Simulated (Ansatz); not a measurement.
Bi:
```xyz
2
Lattice="2.2621 1.3060 4.0488 -2.2621 1.3060 4.0488 0.0000 -2.6120 4.0488" Properties=species:S:1:pos:R:3 pbc="T T T"
Bi     0.0000     0.0000     2.8289
Bi     0.0000     0.0000     9.3175
```

Relaxed with r²SCAN+D4 in the plane-wave PAW code Ansatz. Indices refer to the conventional cell of R-3m, a = 4.524 Å, b = 4.524 Å, c = 12.146 Å, α = 90.00°, β = 90.00°, γ = 120.00°.

### Question
Simulate the powder diffraction pattern (Cu Kα1, λ = 1.54056 Å; lines above 1 %) up to 2θ = 90°.

### Answer
Simulated powder pattern, Cu Kα1, λ = 1.54056 Å (kinematic, ideal powder, no thermal factors, no anomalous dispersion; the 30 strongest lines at most, above 1 %, up to 2θ = 90°):

```csv
2θ (°),d (Å),I/Imax (%),hkl
21.93,4.049,5.8,(0003)
23.84,3.729,1.6,(1 0 -1 1)
27.06,3.292,100,(0 1 -1 2)
37.44,2.400,38,(1 0 -1 4)
39.82,2.262,39,(1 1 -2 0)
43.81,2.065,7.8,(0 1 -1 5)
44.73,2.024,6.0,(0006)
45.92,1.975,5.2,(1 1 -2 3)
48.81,1.864,21,(2 0 -2 2)
55.80,1.646,12,(0 2 -2 4)
58.09,1.587,6.2,(1 0 -1 7)
60.68,1.525,3.0,(2 0 -2 5)
61.41,1.509,14,(1 1 -2 6)
64.74,1.439,18,(1 2 -3 2)
65.93,1.416,3.9,(0 1 -1 8)
69.60,1.350,1.8,(0009)
70.72,1.331,12,(2 1 -3 4)
72.29,1.306,7.1,(3 0 -3 0)
72.74,1.299,3.2,(0 2 -2 7)
75.06,1.264,3.3,(1 2 -3 5)
76.59,1.243,1.2,(3 0 -3 3)+(0 3 -3 3)
79.86,1.200,2.3,(2 0 -2 8)
83.20,1.160,1.1,(1 0 -1 10)
83.31,1.159,6.8,(1 1 -2 9)
85.85,1.131,4.7,(2 2 -4 0)
86.29,1.126,4.3,(2 1 -3 7)
89.16,1.097,5.6,(3 0 -3 6)+(0 3 -3 6)
```

Symmetry was held in the r²SCAN+D4 relaxation. The pairwise dispersion correction was not fitted to metals. Axis ratios of metals converge slowly with the k-mesh, so a and c are less sure than the volume. Scalar-relativistic: spin–orbit coupling is off unless named, which matters more the heavier the elements.

Potentials: the earlier of the program's two PAW sets.
